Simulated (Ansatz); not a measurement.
SnSe2 (started from an entry of an open crystallographic database) (r2SCAN+rVV10 geometry), in Ansatz:

```cif
data_structure
_symmetry_space_group_name_H-M 'P-3m1'
_symmetry_Int_Tables_number 164
_cell_length_a 3.8252
_cell_length_b 3.8252
_cell_length_c 6.2271
_cell_angle_alpha 90.000
_cell_angle_beta 90.000
_cell_angle_gamma 120.000
_cell_volume 78.91
loop_
_atom_site_label
_atom_site_type_symbol
_atom_site_symmetry_multiplicity
_atom_site_Wyckoff_symbol
_atom_site_fract_x
_atom_site_fract_y
_atom_site_fract_z
_atom_site_occupancy
Sn1 Sn 1 a 0.00000 0.00000 0.00000 1
Se1 Se 2 d 0.33333 0.66667 0.25308 1
```

G0W0@PBE with 296 empty bands, a screening cutoff of 140 eV and a 6×6×2 mesh (PAW, contour deformation) gives 1.287 eV over the mesh points, from a PBE gap of 0.789 eV; it sums over 319 bands with 313 plane waves in the screening and a wave cutoff of 420 eV. G0W0 here is at a finite number of bands, screening cutoff and k mesh, not at the basis limit. Calculated for a static, non-magnetic cell.

Question: Another run gave a Kohn-Sham gap of 0.789 eV and a G0W0 gap of 1.271 eV, summing over 151 bands with 135 plane waves in the screening and a wave cutoff of 420 eV. What was changed?

Answer: Empty bands 128, screening cutoff 80 eV. The counts of bands and plane waves show it.

Question: Estimate the gap with empty bands 545, screening cutoff 210 eV.

Answer: 1.292 eV (+0.005 eV), from a Kohn-Sham gap of 0.789 eV.

Question: Estimate the gap with potentials of the kind norm-conserving.

Answer: 1.296 eV (+0.009 eV), from a Kohn-Sham gap of 0.788 eV.

Spin-orbit coupling is left out, which matters wherever the heavy atoms make up the band edges.
